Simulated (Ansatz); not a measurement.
Relaxed CaO (rock salt):

```
CaO
1.0
    0.00000     4.83070     4.83070
    2.41535     2.41535     4.83070
    2.41535     2.41535     0.00000
O Ca
2 2
Direct
  0.00000   0.00000   0.00000
  0.50000   0.00000   0.00000
  0.00000   0.50000   0.50000
  0.50000   0.50000   0.50000
```

The atoms are displaced by Q × the pattern below (from a DFPT mode at X = (0.5, 0.5, 0.0), largest move 1; Q in Å), at fixed cell. (q is in reciprocal vectors of the primitive cell; the cell shown is doubled to hold the pattern.)

```csv
atom,x,y,z
O1,0.000,0.000,-0.592
O2,0.000,0.000,0.592
Ca3,0.000,0.000,1.000
Ca4,0.000,0.000,-1.000
```

Calculation: PBE (plane waves to 420 eV, PAW, scalar-relativistic; Ansatz, an electronic-structure program). k mesh 12×12×12 (Γ-centred), Fermi-Dirac smearing 0.05 eV. Energies are smeared free energies. CaO was relaxed with its symmetry unable to fall. ΔE is measured from the undisplaced structure.

```tsv
Q (Å)	ΔE (meV/cell)
-0.180	481
-0.150	321
-0.120	198
-0.090	withheld
-0.060	47
-0.030	12
0.000	0
0.030	12
0.060	47
0.090	withheld
0.120	198
0.150	321
0.180	481
```

Problem. Fit an even polynomial form (powers 2, 4) to the given rows and predict ΔE at Q = -0.090.

Solution. Least squares on the 11 given rows: ΔE = (12900)·Q² + (60210)·Q⁴, in meV/cell with Q in Å; root-mean-square residual 0.2 meV/cell. At -0.090 the fit gives 108 meV/cell; the calculation gives 109 meV/cell, so the interpolation is off by -1 (-0.9 %). The quadratic term alone would give 104 meV/cell.

(For displaced atoms, the force is minus the slope of the energy, and its curvature is a force constant, which sets phonon frequencies.)
